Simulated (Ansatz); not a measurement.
Starting cell, Ge (diamond):

```xyz
2
Lattice="0.0000 2.8811 2.8811 2.8811 0.0000 2.8811 2.8811 2.8811 0.0000" Properties=species:S:1:pos:R:3 pbc="T T T"
Ge     2.8811     2.8811     2.8811
Ge     4.3217     4.3217     4.3217
```

Two-dimensional scan of atom 2 (Ge, nearest neighbour Ge at 2.495 Å; its periodic images, 4.1 Å or more away, move with it): u runs along (1.000, 0.000, 0.000), v along (0.000, 1.000, 0.000) (Cartesian). Cell and other atoms are fixed.

All values below come from PBE (plane waves to 420 eV, PAW, scalar-relativistic; Ansatz, an electronic-structure program). k mesh 11×11×11 (Γ-centred), Fermi-Dirac smearing 0.05 eV. E stands for the smeared free energy. With partly filled bands, energies and forces of such displacements shift with the k mesh and the smearing. Ge was relaxed with its symmetry unable to fall. The PAW data are Ansatz's earlier set. The zero of ΔE is the undisplaced structure. Axes are in Å.

### Question
Predict the ΔE (meV/cell) at all points of the grid u = -0.620, -0.413, -0.207, 0.000, 0.207, 0.413, 0.620 by v = -0.620, -0.413, -0.207, 0.000, 0.207, 0.413, 0.620.

### Answer
ΔE (meV/cell), with u across and v down:

```
v \ u   -0.620  -0.413  -0.207  0.000  0.207  0.413  0.620
------  ------  ------  ------  -----  -----  -----  -----
-0.620    3969    2699    1866   1575   1866   2699   3969
-0.413    2699    1702    1023    780   1023   1702   2699
-0.207    1866    1023     425    208    425   1023   1866
0.000     1575     780     208      0    208    780   1575
0.207     1866    1023     425    208    425   1023   1866
0.413     2699    1702    1023    780   1023   1702   2699
0.620     3969    2699    1866   1575   1866   2699   3969
```

(For displaced atoms, the force is minus the slope of the energy, and its curvature is a force constant, which sets phonon frequencies.)
